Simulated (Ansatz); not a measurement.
**Stationary points along a deformation path in Be**

Method: Ansatz, DFT LDA, scalar-relativistic, plane waves, PAW. Settings: plane waves to 420 eV, k-mesh 33×33×20 (Γ-centred), Gaussian smearing 0.15 eV. No spin polarisation. Energies are free energies at this smearing, counted from the undisturbed cell; pressure is positive in compression.

Reference structure (relaxed at this level):

```
Be
1.0
     2.22621    0.00000    0.00000
    -1.11311    1.92796    0.00000
     0.00000    0.00000    3.51658
Be
2
Direct
  0.33333 0.66667 0.25000
  0.66667 0.33333 0.75000
```

At fixed volume and fractional coordinates, lengths along (0.000, 0.000, 1.000) are scaled against those across it; ρ is that ratio over its starting value. V = 7.547 Å³/atom. Δσ is the stress along the axis less the mean stress across it (compression positive).

```csv
ρ,ΔE (meV/atom),Δσ (GPa),space group
0.800,232.3,54.32,P6_3/mmc
0.850,134.3,46.90,P6_3/mmc
0.920,39.0,28.51,P6_3/mmc
0.960,9.5,14.95,P6_3/mmc
1.000,0.0,-0.27,P6_3/mmc
1.050,15.1,-19.49,P6_3/mmc
1.100,54.7,-31.44,P6_3/mmc
1.200,158.8,-42.75,P6_3/mmc
1.300,280.2,-54.04,P6_3/mmc
```

Q: How does the stress give the slope of the energy, and where is the energy stationary?

A: Along the path d ln(length) is 2/3 d ln ρ on the axis and −1/3 d ln ρ across it, so dE/d ln ρ = −(2/3) V Δσ: the energy falls with ρ where Δσ is positive. Δσ vanishes or changes sign between ρ = 0.960 and 1.000, a minimum (near 1.00 by linear interpolation). Pairs of stationary points between two samples would go unseen, and could change a minimum read from distant neighbours into a maximum.

Q: Integrate that slope from ρ = 1 to 0.850 by the trapezoid rule.

A: With V/N in Å³ and 1 eV/Å³ = 160.2 GPa the slopes at ρ = 1.000, 0.960, 0.920, 0.850 are 8, -469, -895, -1473 meV/atom per unit of ln ρ. The steps add 9.4 + 29.0 + 93.7 = 132.1 meV/atom, against 134.3 from the energies; the trapezoid rule misses the curvature of the slope within each step.

In a metal these slopes depend on the k mesh and the smearing.